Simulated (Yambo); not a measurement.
GaAlN$_{2}$ (space group P3m1, No. 156); a = b = 3.1467 Å, c = 5.0982 Å, α = β = 90.00°, γ = 120.00°. With the G0W0 scissor the direct gap on the mesh is 3.73 eV. Axes are Cartesian, with cell vectors (Å) (3.15, 0.00, 0.00), (-1.57, 2.73, 0.00), (0.00, 0.00, 5.10).

### Question
Does this run resolve the lowest exciton, and if so, what are its energy and binding? (Yambo, PBEsol bands; 9×9×4 mesh, 10 valence and 4 conduction bands, static screening with 58 bands and a 4 Ry block, scissor 0.89 eV, Tamm-Dancoff.)

### Answer
No. The lowest state covers only about 1 of the 324 k points, so the mesh doesn't resolve it: its energy and its distance from the direct gap are mesh artefacts. An extended exciton needs a far denser mesh. The scissor comes from a G0W0 run whose convergence isn't established. 

The standard potential for Ga keeps a d shell in the valence without the s and p states of that shell. In tests on such compounds this moved G0W0 gaps by up to about 0.9 eV, so absolute quasiparticle energies here are unreliable; differences between settings are what counts.

Spin-orbit coupling is included.

Geometry relaxed with PBEsol.

The structure is a Materials Project entry; no match was found in the copy of COD used, and its stability was not checked.
